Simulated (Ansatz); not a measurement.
The relaxed structure here is a generated cell of TiAl: the first start was made by placing the elements on the sites of a structure type, and the end was not matched to a known phase here, so it may be hypothetical. Known forms of TiAl include space group No. 123.

One stationary structure of TiAl. Space group R-3m (No. 166), AFLOW prototype AB_hR2_166_a_b (L1_1, as in CuPt). All values below come from PBEsol (plane waves to 420 eV, PAW, scalar-relativistic; Ansatz, a quantum-chemistry and plane-wave program).

```cif
data_AlTi
_chemical_formula_sum 'Al1 Ti1'
_space_group_name_H-M_alt 'P 1'
_space_group_IT_number 1
_cell_length_a 4.91957
_cell_length_b 4.91957
_cell_length_c 4.91957
_cell_angle_alpha 33.685
_cell_angle_beta 33.685
_cell_angle_gamma 33.685
loop_
_space_group_symop_operation_xyz
  'x, y, z'
loop_
_atom_site_label
_atom_site_type_symbol
_atom_site_fract_x
_atom_site_fract_y
_atom_site_fract_z
_atom_site_occupancy
Al1 Al 0.00000 0.00000 0.00000 1
Ti1 Ti 0.50000 0.50000 0.50000 1
```

```yaml
volume_per_atom: 16.32 Å³
band_gap: zero (metallic)
shortest_distances: Al–Ti 2.84 Å; Ti–Ti 2.85 Å; Al–Al 2.85 Å
k-mesh: 19×19×19
```

Band energies at high-symmetry points (eV from the Fermi level; labels of this space group; no spin-orbit coupling), from −5 eV up to 3.1 eV:

```tsv
point	energies
Γ	-2.46 -2.02 1.19 1.19 2.65 2.65
T	-0.60 1.19 1.19 2.70 2.70
H2	-2.66 -1.73 -1.57 -0.64 0.36 1.03
H0	-2.66 -1.73 -1.57 -0.64 0.36 1.03
L	-3.96 -2.84 -2.11 -0.62 1.80 2.91
S0	-2.39 -1.84 -1.70 -0.66 0.17 1.27 2.98
S2	-2.39 -1.84 -1.70 -0.66 0.17 1.27 2.98
F	-3.93 -2.90 -1.77 0.13 0.65 2.01
```

No spin polarisation in the result.

The run could not lower the symmetry of its start; a shaken copy of this end point relaxes with PBEsol to P4/mmm (No. 123), 0.22 eV/atom lower.
